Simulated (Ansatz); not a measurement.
## Relaxing C

These are results of Ansatz 0.2.0, DFT r2SCAN, scalar-relativistic, plane waves, PAW, not measurements. Run with 500 eV cutoff, 24×24×8 k-mesh, Gaussian smearing of 0.10 eV, no spin polarisation.

What was changed: relaxed at 10 GPa.

Command:

```bash
ansatz run input.yaml --threads 1 --pin off --max-ram 2560MiB --backend cpu --events-out ev --progress --plain --runs-dir out
```

Input:

```yaml
crystal:
  lattice:
    - [2.3843619697, 0.0, 0.0]
    - [-1.1921809848, 2.0649180376, 0.0]
    - [0.0, 0.0, 6.1610823944]
  atoms:
    - { symbol: C, position: [0.0, 0.0, 0.25] }
    - { symbol: C, position: [0.0, 0.0, 0.75] }
    - { symbol: C, position: [0.3333333333, 0.6666666667, 0.25] }
    - { symbol: C, position: [0.6666666667, 0.3333333333, 0.75] }
basis:
  ecutwfc: 500
kpoints:
  mp_grid: { grid: [24, 24, 8] }
hamiltonian:
  xc: r2scan
scf:
  occupations: { method: gaussian, width: 0.1 }
output:
  forces: true
  stress: true
  eigenvalues: true
relax:
  adjacent_minimum: "off"
  f_tol: 0.008
  max_steps: 50
  cell: { stress_tol: 0.08, p_target: 10.0 }
```

F is the free energy. Steps run on the plane waves of an earlier cell, but the last one, and at times one on the way, on a freshly chosen basis, so a repeated geometry can differ a little in energy. The relaxation lowers the enthalpy F + PV at the target pressure, so F itself can rise.

Steps:

```csv
step,F − F(1) (eV),largest force component (eV/Å),V (Å³/atom),P (GPa)
1,0.0000,0.000,7.584,33.18
2,-0.0989,0.000,7.440,18.36
3,-0.2274,0.000,7.888,8.13
4,-0.1964,0.000,7.747,9.91
5,-0.1927,0.000,7.732,9.99
6,-0.1932,0.000,7.732,9.98
```

Relaxed structure:

```
CELL_PARAMETERS angstrom
2.43779 0.00000 0.00000
-1.21889 2.11119 0.00000
0.00000 0.00000 6.00940
ATOMIC_POSITIONS crystal
C 0.00000 0.00000 0.25000
C 0.00000 0.00000 0.75000
C 0.33333 0.66667 0.25000
C 0.66667 0.33333 0.75000
```

Symmetry: P6_3/mmc, No. 194, hexagonal system. Conventional cell: a = 2.438 Å, b = 2.438 Å, c = 6.009 Å, α = 90.00°, β = 90.00°, γ = 120.00°. C (site symmetry -6m2) has 3 C at 1.41 Å as nearest neighbours. C (site symmetry -6m2) is surrounded by 3 C at 1.41 Å.

The run converged. The run took 92 s on 1 thread of Arm Neoverse V1, with other jobs on the host, peak memory 0.47 GiB.